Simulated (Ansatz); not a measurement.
Ta2C:
```
CELL_PARAMETERS angstrom
      3.52407     0.00000     0.00000
      0.00000     3.52407     0.00000
      0.00000     0.00000     6.51989
ATOMIC_POSITIONS crystal
  Ta 0.00000 0.00000 0.00000
  Ta 0.50000 0.50000 0.00000
  Ta 0.50000 0.00000 0.36783
  Ta 0.00000 0.50000 0.63217
  C  0.50000 0.00000 0.72507
  C  0.00000 0.50000 0.27493
```

Relaxed with PBE. Special points in fractions of this cell's reciprocal vectors: Γ (0.000, 0.000, 0.000); X (0.000, 0.500, 0.000); M (0.500, 0.500, 0.000); Z (0.000, 0.000, 0.500); R (0.000, 0.500, 0.500); A (0.500, 0.500, 0.500).

### Question
List the band energies nearest the Fermi level at these points for the program Ansatz at the PBE level (PAW).

### Answer
In eV from the Fermi level; about four levels below and three above (degenerate sets whole), none deeper than 8.9 eV; points with the same levels are listed once.

```csv
k,below,above
Γ,-2.03 -2.03 -0.57 -0.57 -0.44,0.02 0.19 1.03
X,-1.55 -1.55 -0.27 -0.27,1.25 1.25 1.47 1.47
M,-2.12 -2.12 -1.23 -1.23,1.98 1.98 2.05 2.05
Z,-2.58 -1.63 -0.78 -0.78,0.06 1.07 1.35
R,-1.05 -1.05 -0.23 -0.23,1.00 1.00 1.21 1.21
A,-2.59 -2.59 -2.25 -2.25,1.90 1.90 2.44 2.44
```

Space group P4/nmm. The cell is a constructed one: a structure type filled with these elements; neither database checked (COD, Materials Project) lists it. COD files the formula under space group No. 164, so this cell is another polymorph or a model. Its standing as an ambient phase is unchecked. The cell was relaxed with PBE under the symmetry of its start; its stability against distortions is not shown here. No spin polarisation was allowed. Spin–orbit coupling is left out wherever it is not named.

Potentials: the earlier of the program's two PAW sets.
